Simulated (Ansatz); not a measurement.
Here is an unrelaxed guess for Li7S.

```cif
data_structure
_symmetry_space_group_name_H-M 'P 1'
_symmetry_Int_Tables_number 1
_cell_length_a 5.7779
_cell_length_b 5.7779
_cell_length_c 5.7779
_cell_angle_alpha 60.000
_cell_angle_beta 60.000
_cell_angle_gamma 60.000
_cell_volume 136.40
loop_
_atom_site_label
_atom_site_type_symbol
_atom_site_fract_x
_atom_site_fract_y
_atom_site_fract_z
_atom_site_occupancy
Li1 Li 0.50000 0.50000 0.50000 1
Li2 Li 0.00000 0.00000 0.50000 1
Li3 Li 0.50000 0.00000 0.50000 1
Li4 Li 0.00000 0.50000 0.50000 1
Li5 Li 0.50000 0.50000 0.00000 1
Li6 Li 0.00000 0.50000 0.00000 1
Li7 Li 0.50000 0.00000 0.00000 1
S1 S 0.00000 0.00000 0.00000 1
```

These are results of DFT PBE, scalar-relativistic, plane waves, PAW in Ansatz 0.2.0, not measurements. Cutoff 420 eV; k points 4×4×4 on the computed 8-atom cell (Γ-centred); Gaussian smearing, width 0.10 eV; no spin polarisation.

Formation energies are uncorrected and refer to the elements' standard structures at the same level.

Question: How far from equilibrium is it?

Answer: The pressure is 0.3 GPa (near zero), the largest force is 0.00 eV/Å (symmetry fixes the atoms), and the energy is −0.23 eV/atom against the elements. The shortest distance is 2.89 Å.

Question: Is it a good guess?

Answer: A good one: relaxing gains under 0.1 eV/atom (the start's value is from the coarse mesh, so the gain is rough) in 3 ionic steps and ends at −0.23 eV/atom on the finer mesh. The symmetry stays Fm-3m (No. 225). The volume per atom grows by 0.9 %, from 17.0 to 17.2 Å³. The shortest distance goes from 2.89 Å (Li–S and Li–Li) to 2.90 Å (Li–S and Li–Li). Conventional cell: a = 8.195 Å. Li on a site of symmetry m-3m has 12 Li at 2.90 Å; Li on a site of symmetry mmm has 10 Li at 2.90 Å and 2 S at 2.90 Å; around S lie 12 Li at 2.90 Å.

The last run used an 8×8×8 mesh for its 8-atom cell and Gaussian smearing of 0.10 eV. The reference form of S is held partly by dispersion forces, which this level lacks. The relaxation can't lower the symmetry of the start, and the grade says only how near the guess is to its own end. Symmetry constrained the relaxation, so the result can be a saddle point.
